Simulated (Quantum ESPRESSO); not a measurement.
ZnCaMg2O4, input and log of a self-consistent run

Simulated, not a measurement. The program is pw.x of Quantum ESPRESSO 7.5 (plane-wave density functional theory). The cell is made up: 8 atoms on a rocksalt lattice, with randomly drawn elements, strain and displacements, not relaxed. PseudoDojo standard norm-conserving files (v0.5 for PBE, v0.4.1 for LDA and PBEsol) set the functional; there is no spin polarisation, spin-orbit coupling or dispersion term, and the masses in the input are unused placeholders.

Input:

```
&control calculation='scf', pseudo_dir='./dojo.nc.sr.pbe.v0_5.standard.upf', outdir='./o', disk_io='medium', tprnfor=.true., tstress=.true. /
&system ibrav=0, nat=8, ntyp=4, nbnd=43, ecutwfc=84.00895049, nosym=.true., tot_charge=0,
 occupations='smearing', smearing='fd', degauss=0.0018374661
/
&electrons conv_thr=7.350e-09, electron_maxstep=60, /
ATOMIC_SPECIES
Ca 1.0 Ca.upf
Mg 1.0 Mg.upf
O 1.0 O.upf
Zn 1.0 Zn.upf
CELL_PARAMETERS angstrom
4.435 0.041 0.0128
0.041 4.4772 -0.0171
0.0127 -0.017 4.5042
ATOMIC_POSITIONS angstrom
Zn -0.019 0.0237 -0.0193
Ca 0.0358 2.2477 2.2557
Mg 2.1994 -0.0192 2.2272
Mg 2.227 2.2543 -0.01
O 2.1805 0.0037 -0.0192
O 2.2406 2.277 2.2332
O 4.4575 0.0052 2.2466
O 4.4525 2.2683 0.0206
K_POINTS automatic
4 4 4 1 1 1
```

The log is shortened where brackets say so; the opening notice, blank lines, dates and the lines on written files are dropped, and the path of the files is cut. It prints rydbergs, bohrs and kilobars, and counts compression as positive stress.

```
     Program PWSCF v.7.5
     Parallel version (MPI & OpenMP), running on       1 processor cores
     Number of MPI processes:                 1
     Threads/MPI process:                     1
     [start-up lines left out]
     bravais-lattice index     =            0
     lattice parameter (alat)  =       8.3813  a.u.
     unit-cell volume          =     603.4867 (a.u.)^3
     number of atoms/cell      =            8
     number of atomic types    =            4
     number of electrons       =        74.00
     number of Kohn-Sham states=           43
     kinetic-energy cutoff     =      84.0090  Ry
     charge density cutoff     =     336.0358  Ry
     scf convergence threshold =      7.3E-09
     mixing beta               =       0.7000
     number of iterations used =            8  plain     mixing
     Exchange-correlation= PBE
                           (   1   4   3   4   0   0   0)
     [axes and pseudopotential details left out]
   Cartesian axes
     site n.     atom                  positions (alat units)
         1        Zn     tau(   1) = (  -0.0042839   0.0053436  -0.0043515  )
         2        Ca     tau(   2) = (   0.0080718   0.5067857   0.5085895  )
         3        Mg     tau(   3) = (   0.4958956  -0.0043290   0.5021636  )
         4        Mg     tau(   4) = (   0.5021185   0.5082738  -0.0022547  )
         5        O      tau(   5) = (   0.4916342   0.0008342  -0.0043290  )
         6        O      tau(   6) = (   0.5051849   0.5133919   0.5035164  )
         7        O      tau(   7) = (   1.0050261   0.0011724   0.5065377  )
         8        O      tau(   8) = (   1.0038988   0.5114304   0.0046447  )
     number of k points=    32  Fermi-Dirac smearing, width (Ry)=  0.0018
                       cart. coord. in units 2pi/alat
        k(    1) = (   0.1235116   0.1231671   0.1232020), wk =   0.0625000
        k(    2) = (   0.1227924   0.1241139   0.3693782), wk =   0.0625000
     [further k points left out]
     Dense  grid:    62811 G-vectors     FFT dimensions: (  50,  50,  50)
     Estimated max dynamical RAM per process >      84.94 MB
     Initial potential from superposition of free atoms
     starting charge      73.9933, renormalised to      74.0000
     Starting wfcs are   41 randomized atomic wfcs +    2 random wfcs
     total cpu time spent up to now is        5.8 secs
     per-process dynamical memory:    48.5 Mb
     Self-consistent Calculation
     iteration #  1     ecut=    84.01 Ry     beta= 0.70
     Davidson diagonalization with overlap
     ethr =  1.00E-02,  avg # of iterations =  6.3
     total cpu time spent up to now is       28.5 secs
     total energy              =    -865.17728220 Ry
     estimated scf accuracy    <       1.92854429 Ry
     iteration #  2     ecut=    84.01 Ry     beta= 0.70
     Davidson diagonalization with overlap
     ethr =  2.61E-03,  avg # of iterations =  3.9
     total cpu time spent up to now is       44.2 secs
     total energy              =    -865.55513675 Ry
     estimated scf accuracy    <       2.79554365 Ry
     iteration #  3     ecut=    84.01 Ry     beta= 0.70
     Davidson diagonalization with overlap
     ethr =  2.61E-03,  avg # of iterations =  3.0
     total cpu time spent up to now is       55.0 secs
     total energy              =    -866.08150334 Ry
     estimated scf accuracy    <       0.02570276 Ry
     iteration #  4     ecut=    84.01 Ry     beta= 0.70
     Davidson diagonalization with overlap
     ethr =  3.47E-05,  avg # of iterations =  6.8
     total cpu time spent up to now is       70.8 secs
     total energy              =    -866.09439766 Ry
     estimated scf accuracy    <       0.03463945 Ry
     iteration #  5     ecut=    84.01 Ry     beta= 0.70
     Davidson diagonalization with overlap
     ethr =  3.47E-05,  avg # of iterations =  2.3
     total cpu time spent up to now is       82.0 secs
     total energy              =    -866.09902662 Ry
     estimated scf accuracy    <       0.00285264 Ry
     [iterations 6 to 7 left out]
     iteration #  8     ecut=    84.01 Ry     beta= 0.70
     Davidson diagonalization with overlap
     ethr =  5.84E-08,  avg # of iterations =  2.0
     total cpu time spent up to now is      129.3 secs
     total energy              =    -866.09965074 Ry
     estimated scf accuracy    <       0.00000729 Ry
     iteration #  9     ecut=    84.01 Ry     beta= 0.70
     Davidson diagonalization with overlap
     ethr =  9.85E-09,  avg # of iterations =  2.9
     total cpu time spent up to now is      143.3 secs
     total energy              =    -866.09965204 Ry
     estimated scf accuracy    <       0.00000018 Ry
     iteration # 10     ecut=    84.01 Ry     beta= 0.70
     Davidson diagonalization with overlap
     ethr =  2.37E-10,  avg # of iterations =  4.9
     total cpu time spent up to now is      158.3 secs
     total energy              =    -866.09965214 Ry
     estimated scf accuracy    <       0.00000016 Ry
     iteration # 11     ecut=    84.01 Ry     beta= 0.70
     Davidson diagonalization with overlap
     ethr =  2.19E-10,  avg # of iterations =  2.0
     total cpu time spent up to now is      169.4 secs
     total energy              =    -866.09965214 Ry
     estimated scf accuracy    <       0.00000004 Ry
     iteration # 12     ecut=    84.01 Ry     beta= 0.70
     Davidson diagonalization with overlap
     ethr =  6.01E-11,  avg # of iterations =  3.2
     total cpu time spent up to now is      179.4 secs
     End of self-consistent calculation
     [lines on levels left out]
!    total energy              =    -866.09965215 Ry
     estimated scf accuracy    <          7.0E-10 Ry
     smearing contrib. (-TS)   =       0.00000000 Ry
     internal energy E=F+TS    =    -866.09965215 Ry
     The total energy is F=E-TS. E is the sum of the following terms:
     one-electron contribution =    -503.35461466 Ry
     hartree contribution      =     277.16928564 Ry
     xc contribution           =    -125.43532641 Ry
     ewald contribution        =    -514.47899672 Ry
     convergence has been achieved in  12 iterations
     Forces acting on atoms (cartesian axes, Ry/au):
     atom    1 type  4   force =     0.00131484   -0.00170594    0.00204227
     atom    2 type  1   force =    -0.00881751   -0.01839295   -0.00210973
     atom    3 type  2   force =     0.00320100    0.00413389    0.00209283
     atom    4 type  2   force =     0.00098128    0.00124193    0.00168379
     atom    5 type  3   force =     0.00752897    0.00394131    0.00174053
     atom    6 type  3   force =     0.00508995   -0.00690427    0.00072703
     atom    7 type  3   force =    -0.00621735    0.02073392    0.00135797
     atom    8 type  3   force =    -0.00308117   -0.00304789   -0.00753468
     Total force =     0.034083     Total SCF correction =     0.000029
     Computing stress (Cartesian axis) and pressure
          total   stress  (Ry/bohr**3)                   (kbar)     P=      -15.99
  -0.00001567  -0.00012301  -0.00003688           -2.31      -18.10       -5.42
  -0.00012301  -0.00011504   0.00004693          -18.10      -16.92        6.90
  -0.00003688   0.00004693  -0.00019543           -5.42        6.90      -28.75
     init_run     :      5.21s CPU      5.72s WALL (       1 calls)
     electrons    :    164.03s CPU    173.53s WALL (       1 calls)
     forces       :      1.32s CPU      1.45s WALL (       1 calls)
     stress       :      5.21s CPU      5.74s WALL (       1 calls)
     [timing details left out]
     PWSCF        :   2m55.91s CPU   3m 6.70s WALL
     JOB DONE.
```

In other units: free energy -11783.886 eV for the cell, pressure -1.60 GPa, largest force component 0.533 eV/Å. A rerun of the same cell at another strain at 1437 eV and a 6 x 6 x 6 mesh moved values by no more than 0.002 eV in energy, 0.05 GPa in stress and 0.004 eV/Å in force.